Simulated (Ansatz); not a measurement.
LiGeN:
```yaml
crystal:
  lattice:
    - [2.97922, 0.00000, 0.00000]
    - [-1.48961, 2.58008, 0.00000]
    - [0.00000, 0.00000, 9.32142]
  atoms:
    - { symbol: Li, position: [0.66667, 0.33333, 0.74328] }
    - { symbol: Li, position: [0.33333, 0.66667, 0.24328] }
    - { symbol: Ge, position: [0.00000, 0.00000, 0.49785] }
    - { symbol: Ge, position: [0.00000, 0.00000, 0.99785] }
    - { symbol: N, position: [0.33333, 0.66667, 0.60351] }
    - { symbol: N, position: [0.66667, 0.33333, 0.10351] }
```

x, y and z are the axes in which the lattice vectors are written.

Give the high-frequency dielectric tensor and the Born effective charge tensors of the independent atoms from DFPT, PBEsol in the plane-wave PAW code Ansatz.


ε∞:
```
8.93  0.00  0.00
0.00  8.93  0.00
0.00  0.00  6.08
```
Z* of atom 1 (Li), rows: field, columns: displacement, in e:
```
1.01  0.00  0.00
0.00  1.01  0.00
0.00  0.00  1.63
```
Z* of atom 3 (Ge), rows: field, columns: displacement, in e:
```
2.35  0.00  0.00
0.00  2.35  0.00
0.00  0.00  0.53
```
Z* of atom 5 (N), rows: field, columns: displacement, in e:
```
-3.37   0.00   0.00
 0.00  -3.37   0.00
 0.00   0.00  -2.16
```

Space group P6_3mc. The first step of the workflow began from a Materials Project structure, measured or hypothetical; the Crystallography Open Database copy checked does not list it. Whether it is the stable phase at ambient conditions was not checked. The cell was relaxed with PBEsol under the symmetry of its start; whether a distortion lowers the energy is not shown. Scalar-relativistic: spin–orbit coupling is off unless named, which matters more the heavier the elements.

Potentials: the later of the program's two PAW sets.
